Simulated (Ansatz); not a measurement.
**Quadrupolar parameters in SiO2**

The cell is an entry of the Crystallography Open Database (COD) whose atoms were relaxed with PBE, the cell held.

Space group P4_12_12 (No. 92); a = 4.9709, c = 6.9278 Å.

```csv
site,Wyckoff,site symmetry,x,y,z
Si,4a,..2,0.3055,0.3055,0.0000
O,8b,1,0.2365,0.1168,0.1852
```

One atom of each set is listed.

All values are calculated (Ansatz; DFT, r2SCAN, plane waves and PAW, scalar-relativistic, 500 eV cutoff, Γ-centred 5×5×4 k-points, Fermi–Dirac smearing 0.02 eV), not measured.

V_zz is the principal component of the electric field gradient with the largest magnitude, η = (V_xx − V_yy)/V_zz and C_Q = eQV_zz/h.

¹⁷O: I = 5/2, Q = -25.58 mb. Quadrupole moments are those of Pyykkö's year-2017 table.

(1) Which values are expected at the nuclei?

Answers

(1) 

```csv
site,atoms,first shell,V_zz (10²¹ V/m²),η,C_Q (MHz)
Si,4,4 O at 1.62–1.63 Å,-0.40,0.81,–
O,8,"2 Si at 1.62–1.63 Å, angle 143°",9.32,0.19,-5.77
```

At O V_zz runs parallel to the line that joins its two neighbours (within 1°).

Si has no stable isotope with a ground-state quadrupole moment in the table, so no C_Q is given.

The largest force is 0.3 eV/Å, so the atoms aren't at the calculated equilibrium and relaxing them would move these values.
